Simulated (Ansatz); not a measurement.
ScCu: frozen-core PAW against all-electron methods

```
CELL_PARAMETERS angstrom
3.25600 -0.01628 -0.01628
-0.01628 3.25600 -0.01628
-0.01628 -0.01628 3.25600
ATOMIC_POSITIONS crystal
Sc 0.50000 0.50000 0.50000
Cu 0.00000 0.00000 0.00000
```

Atoms are numbered in the order listed.

The cell comes from COD entry 1523972, which wasn't checked; take it as a given geometry. The listed cell was then made from it by scaling, straining or moving an atom.

All numbers are computed: DFT, LDA, PAW with Ansatz's default frozen-core files, scalar-relativistic (Ansatz 0.2.0); DFT, LDA, all-electron PAW with datasets made for the crystal, scalar-relativistic (Ansatz 0.2.0); DFT, LDA, all-electron LAPW, scalar-relativistic (Ansatz 0.2.0).

For PAW: a Γ-centred 11×11×11 k mesh, Fermi–Dirac smearing of 0.05 eV, cutoff 420 eV, no spin polarisation; the PAW files were made with PBE, and the program remakes their frozen cores for this functional. The crystal-made all-electron datasets (AE datasets) take a cutoff of 240 eV at this cell. LAPW targets a basis error of 0.5 meV/atom. The Ansatz runs share mesh, smearing and spin set-up. Plane-wave (PAW) pressures include the program's estimate of the Pulay term.

Stress and pressure are positive in compression.

The change that made this cell: equal xy, yz and zx engineering shear strains of -1 %.

```json
{"quantity": "pressure (GPa)", "PAW": "-7.59", "AE datasets": "-7.58", "LAPW": "-7.58"}
{"quantity": "stress yz (GPa)", "PAW": "0.40", "AE datasets": "0.40", "LAPW": "0.40"}
{"quantity": "stress xz (GPa)", "PAW": "0.40", "AE datasets": "0.40", "LAPW": "0.40"}
{"quantity": "stress xy (GPa)", "PAW": "0.40", "AE datasets": "0.40", "LAPW": "0.40"}
```
